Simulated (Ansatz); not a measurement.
Question: Each is relaxed and computed with plane-wave PAW r²SCAN (Ansatz code). Which is the only one with a gap?
A. BaAs2Rh2, I4/mmm (Ba on 2a, As on 4e, Rh on 4d)
B. Ta3As, P4_2/n (Ta on 8g, Ta on 8g, Ta on 8g, As on 8g)
C. BAs, P-6m2 (B on 1a, As on 1f)
D. GaAs, P4_2/mnm (Ga on 4g, As on 4f)

Answer: D, GaAs, P4_2/mnm (Ga on 4g, As on 4f). GaAs: gap 1.00 eV (indirect); BaAs2Rh2: metal; Ta3As: metal; BAs: metal. Constructed cells (a structure type filled with these elements, in neither database checked): BAs, P-6m2 (B on 1a, As on 1f). Typed or built starts, not in the databases checked: GaAs, P4_2/mnm (Ga on 4g, As on 4f). Not the usual ambient phase: GaAs, P4_2/mnm (Ga on 4g, As on 4f); BAs, P-6m2 (B on 1a, As on 1f). Standing as an ambient phase not checked: BaAs2Rh2, I4/mmm (Ba on 2a, As on 4e, Rh on 4d); Ta3As, P4_2/n (Ta on 8g, Ta on 8g, Ta on 8g, As on 8g). All cells were relaxed under the symmetry of their starts (and spin orders); stability against distortions was not tested throughout. Rows with no word on spin ran without spin polarisation. Scalar-relativistic: spin–orbit coupling is off unless named, which matters more the heavier the elements.

Potentials: the later of the program's two PAW sets.
